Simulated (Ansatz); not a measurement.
## MgB₂: structures and their energies

17 relaxations of MgB2 ended in 11 distinct structures. Computed with PBEsol (plane waves to 420 eV, PAW, scalar-relativistic; Ansatz, an electronic-structure program).

```csv
#,space group,Pearson,type,E − E(lowest) (eV/atom),V (Å³/atom),runs ending here
1,P6/mmm,hP3,"AFLOW prototype AB2_hP3_191_a_d (C32, as in AlB2)",0.00,9.48,7
2,Fmm2,oF12,–,0.18,10.39,1
3,P-62m,hP9,–,0.32,13.38,1
4,P6/mmm,hP6,–,0.33,11.03,1
5,Pmm2,oP6,–,0.68,10.42,1
6,I4/mmm,tI12,–,0.69,12.81,1
7,R-3m,hR3,–,0.88,10.30,1
8,I4/mcm,tI12,–,1.02,11.19,1
9,I4/mmm,tI6,"AFLOW prototype AB2_tI6_139_a_e (C11_b, as in Si2Mo)",1.05,9.88,1
10,P4₂/mnm,tP6,–,1.51,14.40,1
11,P-62m,hP9,–,1.75,11.07,1
```

All are gapless at this level. P6/mmm, hP3, AFLOW prototype AB2_hP3_191_a_d (C32, as in AlB2) is the lowest of the structures calculated here.

MgB₂ is modelled in the hexagonal space group P6/mmm (No. 191), Pearson symbol hP3. Cell: a = b = 3.063 Å, c = 3.500 Å, α = β = 90.00°, γ = 120.00°. Mg on 1a has 12 B at 2.488 Å. B on 2d has 3 B at 1.769 Å and 6 Mg at 2.488 Å. (Neighbours: up to the widest gap in distance over summed covalent radii, below 1.35, at either atom; cation-cation and far metal-metal contacts left out.)

Each run could gain symmetry but not lose that of its start, so entries can be saddle points. From databases, or of a type measured for this composition: P6/mmm, hP3, AFLOW prototype AB2_hP3_191_a_d (C32, as in AlB2); the others are generated cells (placed on structure types, drawn at random, substituted or restacked) that were not matched to a known phase here. Static energies at zero pressure. No spin polarisation in the result.
